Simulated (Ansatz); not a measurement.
AlCr₂C in space group P6_3/mmc (No. 194; Al on 2d, Cr on 4f, C on 2a) under volume change, the program Ansatz at the r²SCAN level (PAW), shape and atoms relaxed at each volume.

```csv
V (Å³/atom),E − E(relaxed) (meV/atom),P (GPa)
9.922,66.2,23.48
10.249,[?],[?]
10.576,[?],[?]
10.904,0.0,0.01
11.231,5.9,-5.61
11.558,22.4,-10.41
11.885,47.9,-14.47
```

### Question
Some entries are withheld; supply them.

### Answer

- 10.576, E − E(relaxed) (meV/atom): 6.6
- 10.576, P (GPa): 6.63
- 10.249, E − E(relaxed) (meV/atom): 27.8
- 10.249, P (GPa): 14.38

### Question
What does a third-order Birch–Murnaghan fit give for V₀, B₀ and B′?

### Answer
V₀ = 10.90 Å³/atom, B₀ = 203 GPa, B′ = 4.3.

The r²SCAN relaxation kept the symmetry of its start; of distortions, only those at the zone centre were tested. The run is not spin-polarised.

Potentials: the earlier of the program's two PAW sets.
